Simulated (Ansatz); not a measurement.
The relaxed structure here is a generated cell of TiC: the first start was made by placing the elements on the sites of a structure type, and the end was not matched to a known phase here, so it may be hypothetical. Known forms of TiC include space group No. 225.

A relaxed cell of TiC (Pmma (No. 51)), relaxed on a k-mesh at least as fine as the one used below. Computed with PBE (plane waves to 420 eV, PAW, scalar-relativistic; Ansatz, a quantum-chemistry and plane-wave program). Γ-centred k-mesh 11×11×12 on the run's cell (coarser than for final values), Fermi–Dirac smearing 0.05 eV.

```xyz
8
Lattice="10.7672 0.0000 0.0000 5.3836 2.9011 0.0000 0.0000 0.0000 2.7901" Properties=species:S:1:pos:R:3 pbc="T T T"
C     10.7672     1.4505     1.3950
C      5.3836     1.4505     1.3950
C      2.6918     1.4505     1.3950
C      8.0754     1.4505     1.3950
Ti     4.0377     0.0000     0.6638
Ti     9.4213     0.0000     0.6638
Ti     1.3459     0.0000     2.1263
Ti     6.7295     0.0000     2.1263
```

The atoms are displaced along an unstable phonon of this cell by (Å):

| atom | ux | uy | uz |
|---|---|---|---|
| C1 | 0.000 | 0.000 | 0.000 |
| C2 | 0.000 | 0.000 | 0.000 |
| C3 | 0.071 | 0.000 | 0.132 |
| C4 | -0.071 | 0.000 | -0.132 |
| Ti5 | 0.000 | -0.001 | 0.000 |
| Ti6 | 0.000 | 0.001 | 0.000 |
| Ti7 | 0.000 | 0.001 | 0.000 |
| Ti8 | 0.000 | -0.001 | 0.000 |

**Question.** What forces (eV/Å) and pressure result?

**Answer.** 
```csv
atom,Fx,Fy,Fz
C1,0.00,0.00,0.00
C2,0.00,0.00,0.00
C3,0.07,0.00,0.15
C4,-0.07,0.00,-0.15
Ti5,0.02,0.00,0.05
Ti6,0.02,0.00,0.05
Ti7,-0.02,0.00,-0.05
Ti8,-0.02,0.00,-0.05
```

Pressure -0.2 GPa.

The undisplaced cell is probably no minimum: from this displacement the run went on to C2/m (No. 12), 0.15 eV/atom below it.

No spin polarisation in the result.
